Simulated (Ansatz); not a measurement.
The start is a generated trial cell of BAs in the zincblende structure type. Cell shape, volume and atoms are optimised at zero target pressure with PBE (plane waves to 420 eV, PAW, scalar-relativistic; Ansatz, a first-principles code). The first steps use a coarse 8×8×8 k-mesh.

Starting cell:
```
CELL_PARAMETERS angstrom
      0.00000     2.42296     2.42296
      2.42296     0.00000     2.42296
      2.42296     2.42296     0.00000
ATOMIC_POSITIONS crystal
  As 0.75000 0.75000 0.75000
  B  0.00000 0.00000 0.00000
```

```yaml
initial_pressure: "-2.9 GPa (negative: the cell is under tension)"
outcome: The space group stays F-43m (No. 216) (the run could not lower it); the end is zinc blende type, with 2 atoms in the primitive cell
energy_released: 3 meV/atom
optimiser_moves: 3
```

The end point of the relaxation:

Space group F-43m (No. 216); a = 4.809 Å, b = 4.809 Å, c = 4.809 Å, α = 90.00°, β = 90.00°, γ = 90.00°

| atom | site | symmetry | x | y | z |
|---|---|---|---|---|---|
| As | 4c | -43m | 0.2500 | 0.2500 | 0.2500 |
| B | 4a | -43m | 0.0000 | 0.0000 | 0.0000 |
(The calculation used a cell of 2 atoms; values per cell refer to that cell.)

Final values are on a 12×12×12 k-mesh of the relaxed cell. No spin polarisation in the result.

The run could not lose the symmetry of its start; a randomly shaken copy of 2 atoms returns to this structure.

All atoms sit on sites fixed by symmetry, so only the cell could relax.
